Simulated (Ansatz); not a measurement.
A: CdS (zinc blende), a = b = c = 5.927 Å, α = β = γ = 90.00°
B: NbN (rock salt), a = b = c = 4.421 Å, α = β = γ = 90.00°
C: CsSnI$_{3}$ (cubic perovskite), a = 6.2713 Å, b = 6.2713 Å, c = 6.2713 Å, α = 90.00°, β = 90.00°, γ = 90.00°
D: PbSe (rock salt), a = 6.218 Å, b = 6.218 Å, c = 6.218 Å, α = 90.00°, β = 90.00°, γ = 90.00°

Scan: energy over volume and axial ratio (atoms clamped). One method and one kind of scan serve all of them; meshes and ranges differ. All were relaxed with their symmetry unable to fall. NbN is run without spin polarisation. Spin-orbit coupling is left out. This is a high-temperature form of CsSnI3. This is a high-temperature form of NbN.

Order them by shear modulus C′ = (C11 − C12)/2 (fitted) (highest first) at the level PBE (plane waves to 420 eV, PAW, scalar-relativistic; Ansatz, a program for electronic structure).

B (259 GPa), D (51 GPa), C (16 GPa), A (10 GPa)

(A scan under strain: stresses follow from slopes of the energy per volume, elastic moduli from its curvatures.)
